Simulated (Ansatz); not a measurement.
La (dhcp (α-La type), P6_3/mmc) under volume change, PBE+D3(BJ) (plane waves, PAW; program Ansatz), shape and atoms relaxed at each volume.

```csv
V (Å³/atom),E − E(relaxed) (meV/atom),P (GPa)
31.172,25.3,2.79
32.199,10.8,1.75
33.227,2.6,0.82
34.255,0.0,0.00
35.282,2.4,-0.72
36.310,9.1,-1.37
37.337,19.9,-1.96
```

Q: What does a third-order Birch–Murnaghan fit give for V₀, B₀ and B′?

A: V₀ = 34.26 Å³/atom, B₀ = 25.8 GPa, B′ = 2.9.

Symmetry was held in the PBE+D3(BJ) relaxation. The pairwise dispersion correction was not fitted to metals. Scalar-relativistic: spin–orbit coupling is off unless named, which matters more the heavier the elements.

Potentials: the later of the program's two PAW sets.
